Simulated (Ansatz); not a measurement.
Sb (A7 (α-As type), R-3m) under volume change, DFT-PBE+D3(BJ) in the program Ansatz with PAW potentials, shape and atoms relaxed at each volume.

```json
[
 {"V (Å³/atom)": "27.106", "E − E(relaxed) (meV/atom)": "39.6", "P (GPa)": "5.24"},
 {"V (Å³/atom)": "27.999", "E − E(relaxed) (meV/atom)": "16.6", "P (GPa)": "3.14"},
 {"V (Å³/atom)": "28.893", "E − E(relaxed) (meV/atom)": "3.9", "P (GPa)": "1.45"},
 {"V (Å³/atom)": "29.787", "E − E(relaxed) (meV/atom)": "0.0", "P (GPa)": "0.00"},
 {"V (Å³/atom)": "30.680", "E − E(relaxed) (meV/atom)": "3.5", "P (GPa)": "-1.20"},
 {"V (Å³/atom)": "31.574", "E − E(relaxed) (meV/atom)": "12.8", "P (GPa)": "-2.12"},
 {"V (Å³/atom)": "32.467", "E − E(relaxed) (meV/atom)": "26.8", "P (GPa)": "-2.84"}
]
```

Question: What does a third-order Birch–Murnaghan fit give for V₀, B₀ and B′?

Answer: V₀ = 29.78 Å³/atom, B₀ = 42.6 GPa, B′ = 5.7.

The cell was relaxed with PBE+D3(BJ) under the symmetry of its start. Scalar-relativistic: spin–orbit coupling is off unless named, which matters more the heavier the elements.

Potentials: the later of the program's two PAW sets.
